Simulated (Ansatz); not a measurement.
VGe$_{2}$ in space group P6_222 (No. 180; V on 3c, Ge on 6i), DFT-r²SCAN in the program Ansatz with PAW potentials, all energies at zero smearing, with the estimated change up to a 700 eV cutoff added, with one set of potentials and settings (totals compare only within such a set). Cell of 9 atoms (3 V, 6 Ge): -34569.820 eV.

```tsv
element	reference phase	E (eV/atom)
V	Im-3m, 1 atoms in the cell	-2917.0669
Ge	Fd-3m, 2 atoms in the cell	-4302.9041
```

Formation energy per atom, worked out: (-34569.820 − 3×(-2917.0669) − 6×(-4302.9041))/9 = -0.133 eV/atom (-13 kJ per mol of atoms), at 0 K, without zero-point energy or fitted corrections.

The first step of the workflow began from a Materials Project structure, measured or hypothetical; the Crystallography Open Database copy checked does not list it. Whether it is the stable phase at ambient conditions was not checked. Symmetry was held in the r²SCAN relaxation; whether a distortion lowers the energy is not shown. Magnetic state: ferromagnetic, the only order run, not a proven ground state. Other orbital occupations within this spin state were not tried. The references are the lowest solids computed at this level, not always the standard phases.

Potentials: the later of the program's two PAW sets.
